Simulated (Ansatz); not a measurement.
InAs (zinc blende, F-43m) at seven volumes, plane-wave PAW PBE (Ansatz code), scaled uniformly. One row is withheld.

| V (Å³/atom) | P (GPa) |
|---|---|
| 26.931 | 5.74 |
| 27.819 | 3.49 |
| 28.707 | 1.60 |
| 29.595 | 0.01 |
| 30.483 | -1.33 |
| 31.371 | -2.45 |
| 32.259 | ? |

Task: Fit the shown pressures and predict the withheld one.

Result: P = (3/2)B₀(x^(7/2) − x^(5/2))[1 + (3/4)(B′ − 4)(x − 1)] with x = (V₀/V)^(2/3). Least squares on the six rows gives V₀ = 29.601 Å³/atom, B₀ = 48.5 GPa, B′ = 4.76. At V = 32.259, x = 0.9443 and P = -3.40 GPa. The run itself gave -3.39 GPa.

The PBE relaxation kept the symmetry of its start.

Potentials: the earlier of the program's two PAW sets.
